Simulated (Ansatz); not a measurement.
An Ansatz (a first-principles code) input:

Ansatz 0.2 input:
```yaml
crystal:
  lattice:
    - [4.1931632194, 0.0, 0.0]
    - [0.0, 5.3510475497, 0.0]
    - [0.0, 0.0, 5.1196534582]
  atoms:
    - { symbol: Cu, position: [0.5, 0.0, 0.2753130685] }
    - { symbol: Cu, position: [0.0, 0.5, 0.7246869315] }
    - { symbol: Cu, position: [0.0, 0.2463806025, 0.1441798518] }
    - { symbol: Cu, position: [0.0, 0.7536193975, 0.1441798518] }
    - { symbol: Cu, position: [0.5, 0.2536193975, 0.8558201482] }
    - { symbol: Cu, position: [0.5, 0.7463806025, 0.8558201482] }
    - { symbol: Sb, position: [0.0, 0.0, 0.6496365875] }
    - { symbol: Sb, position: [0.5, 0.5, 0.3503634125] }
kpoints:
  mp_grid: { grid: [7, 6, 6] }
  band_path:
    path:
      - [[0.0, 0.0, 0.0], [0.5, 0.0, 0.0], [0.5, 0.5, 0.0], [0.0, 0.5, 0.0], [0.0, 0.0, 0.0], [0.0, 0.0, 0.5], [0.5, 0.0, 0.5], [0.5, 0.5, 0.5], [0.0, 0.5, 0.5], [0.0, 0.0, 0.5]]  # Γ-X-S-Y-Γ-Z-U-R-T-Z
      - [[0.5, 0.0, 0.0], [0.5, 0.0, 0.5]]  # X-U
      - [[0.0, 0.5, 0.0], [0.0, 0.5, 0.5]]  # Y-T
      - [[0.5, 0.5, 0.0], [0.5, 0.5, 0.5]]  # S-R
    npoints: 6
basis: { xc_grid: 2 }
hamiltonian:
  xc: pbesol
  pseudopotentials: { kind: paw }
magnetization: { noncollinear: true, spin_orbit: true }
scf:
  n_extra_bands: 16
  convergence: { dr2_threshold: 0.0000000001 }
  occupations: { method: gaussian, width: 0.05 }
output: { eigenvalues: true }
```

How many symmetry operations and irreducible k-points will the run report?

8 operations, 64 of 252 k-points.

With a cutoff of 420 eV, how many plane waves at Γ?

2231.

It took very roughly 15 core-minutes on shared server cores.

Space group Pmmn. The workflow started from a Materials Project entry (that database holds measured and hypothetical structures alike); the Crystallography Open Database copy checked does not list it. Its standing as an ambient phase is unchecked. The PBEsol relaxation kept the symmetry of its start; whether a distortion lowers the energy is not shown. The run is not spin-polarised.

Potentials: the later of the program's two PAW sets.

Ansatz is a plane-wave DFT program.
